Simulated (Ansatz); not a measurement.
PdSb2 (space group Pa-3)

```
CELL_PARAMETERS angstrom
      6.46448     0.00000     0.00000
      0.00000     6.46448     0.00000
      0.00000     0.00000     6.46448
ATOMIC_POSITIONS crystal
  Sb 0.37286 0.37286 0.37286
  Sb 0.62714 0.62714 0.62714
  Sb 0.12714 0.62714 0.87286
  Sb 0.87286 0.37286 0.12714
  Sb 0.87286 0.12714 0.62714
  Sb 0.12714 0.87286 0.37286
  Sb 0.62714 0.87286 0.12714
  Sb 0.37286 0.12714 0.87286
  Pd 0.00000 0.00000 0.00000
  Pd 0.50000 0.00000 0.50000
  Pd 0.50000 0.50000 0.00000
  Pd 0.00000 0.50000 0.50000
```

This relaxed cell (volume V₀) is scaled evenly in all directions, its shape held. The atoms relax within the cell's symmetry.

Calculation: PBEsol (plane waves to 420 eV, PAW, scalar-relativistic; Ansatz, a program for electronic structure). k mesh 6×6×6 (Γ-centred), Fermi-Dirac smearing 0.05 eV. Stress and pressure are positive under compression. PdSb2 is run without spin polarisation. PdSb2 was relaxed with its symmetry unable to fall. Spin-orbit coupling is left out, though Sb is heavy.

At one point of the scan the stress tensor (GPa) is:

```
   -3.3      0.0      0.0
    0.0     -3.3      0.0
    0.0      0.0     -3.3
```

Question: Which point is it?
A) V/V₀ = 1.012
B) V/V₀ = 1.024
C) V/V₀ = 1.060
D) V/V₀ = 1.036

Answer: D, V/V₀ = 1.036

(Under strain, the slope of the energy per volume gives the stress and its curvature an elastic modulus.)
